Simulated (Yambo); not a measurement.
G0W0@PBEsol for KOH (space group Cmc2_1, No. 36) in Yambo. Reference settings: 4×4×4 Γ-centred k mesh, 117 bands and a 7 Ry block in the screening, 117 bands in G with the Bruneval-Gonze terminator, plasmon pole fitted at 27.2 eV. The PBEsol gap (-0.5, -0.5, 0) → Γ on this mesh is 3.86 eV; G0W0 gaps are taken between the same points.

The settings were changed. The gap went from 6.37 eV to 6.40 eV, and the shift of the valence edge from -1.58 eV to -1.51 eV.

Problem. What was changed between the two runs?
A. 76 bands in W, 76 bands in G
B. no random integration
C. 46 bands in W, 46 bands in G
D. no terminator

Solution. A, 76 bands in W, 76 bands in G. The others gave (gap, valence shift): 46 bands in W, 46 bands in G: 6.51, -1.40 eV; no terminator: 6.27, -1.38 eV; no random integration: 6.30, -1.44 eV.

Geometry of the Materials Project entry, not relaxed at this level; primitive cell a = b = 5.5393 Å, c = 3.9730 Å, α = β = 90.00°, γ = 138.58°.

The structure is a Materials Project entry; no match was found in the copy of COD used, and its stability was not checked.

A shift is the quasiparticle energy of the state minus its PBEsol energy.
